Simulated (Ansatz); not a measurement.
The relaxed structure here is a generated cell of V3Si: the first start was made by placing the elements on the sites of a structure type, and the end was not matched to a known phase here, so it may be hypothetical. Known forms of V3Si include space group No. 223.

A relaxed structure of V3Si. Computed with PBEsol (plane waves to 420 eV, PAW, scalar-relativistic; Ansatz, a program for electronic structure).

```cif
data_SiV3
_chemical_formula_sum 'V3 Si1'
_space_group_name_H-M_alt 'P 1'
_space_group_IT_number 1
_cell_length_a 4.16419
_cell_length_b 4.16419
_cell_length_c 4.49306
_cell_angle_alpha 90.000
_cell_angle_beta 90.000
_cell_angle_gamma 120.000
loop_
_space_group_symop_operation_xyz
  'x, y, z'
loop_
_atom_site_label
_atom_site_type_symbol
_atom_site_fract_x
_atom_site_fract_y
_atom_site_fract_z
_atom_site_occupancy
V1 V 0.00000 0.00000 0.50000 1
V2 V 0.33333 0.66667 0.00000 1
V3 V 0.66667 0.33333 0.00000 1
Si1 Si 0.00000 0.00000 0.00000 1
```

Find the space group and the Wyckoff positions (tolerance 0.01 Å).

Space group P6/mmm (No. 191); a = b = 4.164 Å, c = 4.493 Å, α = β = 90.00°, γ = 120.00°

| atom | site | symmetry | x | y | z |
|---|---|---|---|---|---|
| V | 1b | 6/mmm | 0.0000 | 0.0000 | 0.5000 |
| V | 2c | -6m2 | 0.3333 | 0.6667 | 0.0000 |
| Si | 1a | 6/mmm | 0.0000 | 0.0000 | 0.0000 |

This is the AFLOW prototype A3B_hP4_191_bc_a (as in Li3N).

Give the shortest distances between elements (the closest pairs, up to four, under 3.6 Å).

Si–V 2.25 Å; V–V 2.40 Å.

```yaml
volume_per_atom: 16.87 Å³
band_gap: no gap (metallic)
magnetic_moment: zero (the starting moments vanished)
```

No spin polarisation in the result: the starting moments vanished. The relaxed primitive cell holds an odd number of electrons. A magnetic state may lie lower.

The run could not lose the symmetry of its start: the end is stationary, and may be a saddle point rather than a minimum.

All atoms sit on sites fixed by symmetry, so only the cell could relax.
